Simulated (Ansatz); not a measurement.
Space group P4_132 (No. 213). a = 6.333 Å, b = 6.333 Å, c = 6.333 Å, α = 90.00°, β = 90.00°, γ = 90.00°
```
atom site symmetry x y z
  Mn    8c       .3.  0.1787  0.8213  0.3213
  Al   12d       ..2  0.7963  0.9537  0.3750
```

Equation of state of this Mn2Al3 structure (not necessarily the ground state), with shape and atoms relaxed at each volume where symmetry leaves them free. It has no gap at any of these volumes. The calculation used DFT PBEsol, scalar-relativistic, plane waves, PAW in Ansatz.

Plane waves to 420 eV, a k mesh through Γ of 6×6×6 on the computed 20-atom cell and Gaussian smearing (0.10 eV); no spin polarisation.

| V (Å³/atom) | E − E(largest V) (meV/atom) | P (GPa) |
| --- | --- | --- |
| 11.178 | 63.86 | 28.45 |
| 11.559 | 7.05 | 19.57 |
| 11.940 | -30.22 | 11.99 |
| 12.321 | -50.82 | 5.52 |
| 12.703 | -57.18 | -0.01 |
| 13.084 | -51.36 | -4.73 |
| 13.465 | -35.15 | -8.76 |
| 13.973 | 0.00 | -13.22 |

Q: Fit a third-order Birch–Murnaghan equation to E(V).

A: V0 = 12.70 Å³/atom, B0 = 170 GPa, B0' = 4.2.

Cost: 8 runs of about 11 core-minutes in all, on Intel Xeon 6975P-C (Granite Rapids) (shared hosts).